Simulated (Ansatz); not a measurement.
CrB:
```xyz
4
Lattice="1.4516 -3.8978 0.0000 1.4516 3.8978 0.0000 0.0000 0.0000 2.9017" Properties=species:S:1:pos:R:3 pbc="T T T"
Cr     1.4516    -2.7653     2.1763
Cr     1.4516     2.7653     0.7254
B      1.4516    -0.5067     2.1763
B      1.4516     0.5067     0.7254
```

This is the r²SCAN-relaxed structure.

**Question.** All from r²SCAN in the plane-wave PAW code Ansatz, unless another level is named. Estimate the electronic character.

**Answer.** metallic (no gap).

**Question.** And the formation energy from the elements (no fitted shifts)?

**Answer.** -0.41 eV/atom.

**Question.** Give the density of states at the Fermi level.

**Answer.** 0.62 states/eV per atom (mean over ±0.08 eV).

Space group Cmcm. The workflow started from an entry of the Crystallography Open Database (COD). Whether it is the stable phase at ambient conditions was not checked. The r²SCAN relaxation kept the symmetry of its start; its stability against distortions is not shown here. The workflow began spin-polarised and lost its moments. The references are the lowest solids computed at this level, not always the standard phases.

Potentials: the later of the program's two PAW sets.
